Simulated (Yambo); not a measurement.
BSE-type run in Yambo on BN (space group Fmm2, No. 42), at zero momentum. LDA wavefunctions on a 8×8×8 mesh, a = 4.1121 Å, b = 2.5017 Å, c = 3.7127 Å, α = 80.29°, β = 36.85°, γ = 62.86°.

Yambo input:
```
rim_cut
optics
bse
bss
dipoles
em1s
RandQpts= 1000000
RandGvec= 1 Ry
FFTGvecs= 40 Ry
Chimod= "HARTREE"
BSKmod= "SEX"
BSEmod= "resonant"
BSSmod= "hs"
BSENGexx= 15 Ry
BSENGBlk= 4 Ry
% KfnQP_E
 1.903 | 1.0 | 1.0 |
%
% BSEQptR
 1 | 1 |
%
% BSEBands
 2 | 6 |
%
% BEnRange
 0.0 | 15.2 | eV
%
% BDmRange
 0.15 | 0.15 | eV
%
BEnSteps= 304
% BLongDir
 1.0 | 0.0 | 0.0 |
%
BSHayTrs= -0.02
BSSNEig= 24
WRbsWF
% BndsRnXs
 1 | 11 |
%
NGsBlkXs= 4 Ry
% LongDrXs
 1.0 | 1.0 | 1.0 |
%
```

From the report:

The dimension is k points × valence × conduction bands = 512 × 3 × 2 = 3072.
```
   [SLEPC] Approach                          : Krylov-Schur
   [SLEPC] Number of requested eigenvalues   :  24
   [SLEPC] Number of eigenvalues        [NEV]:  24
    [K] Dimension                                    :  3072
    [K] Bands                                        :   2   6
    [K] Exchange res                                 : yes
    [K] Correlation res                              : yes
    [K] W interaction is bare                        : no
    [K] RL vectors exchange                          :  123
    [K] RL vectors correlation                       :  27
    [W] Matrix size                                  :  27
    [W] Bands                                        :   1  11
    [W] Coulomb Cutoff                               : none
    [W] Hxc Kernel                                   : HARTREE
```

Geometry of the Materials Project entry, not relaxed at this level.

This is not the ordinary phase of the substance; no match was found in the copy of COD used, and its stability was not checked.

The distance between layers or molecules is the database entry's, not relaxed here. Functionals without dispersion can leave it too large, which widens gaps and weakens the response across layers: the numbers belong to this cell.
